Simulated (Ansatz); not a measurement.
The relaxed structure here is a generated cell of BN: the first start was made by placing the elements on the sites of a structure type, and the end was not matched to a known phase here, so it may be hypothetical. Known forms of BN include space group No. 186, 194, 216.

The end point of a relaxation of BN. Space group P6₂22 (No. 180). Method: r2SCAN (plane waves to 500 eV, PAW, scalar-relativistic; Ansatz, an electronic-structure program).

```xyz
6
Lattice="2.6001 0.0000 0.0000 -1.3000 2.2518 0.0000 0.0000 0.0000 5.8209" Properties=species:S:1:pos:R:3 pbc="T T T"
N      1.3000     0.0000     2.9105
N     -0.6500     1.1259     0.9702
N      0.6500     1.1259     4.8508
B      1.3000     0.0000     0.0000
B     -0.6500     1.1259     3.8806
B      0.6500     1.1259     1.9403
```

Task: What band gap does r2SCAN give?

Result: 4.24 eV, indirect (valence top at Γ, conduction bottom at M) (no spin-orbit coupling).

Task: Predict the smallest direct gap from r2SCAN.

Result: 6.90 eV at M.

No spin polarisation in the result.

The run could not lose the symmetry of its start: the end is stationary, and may be a saddle point rather than a minimum.
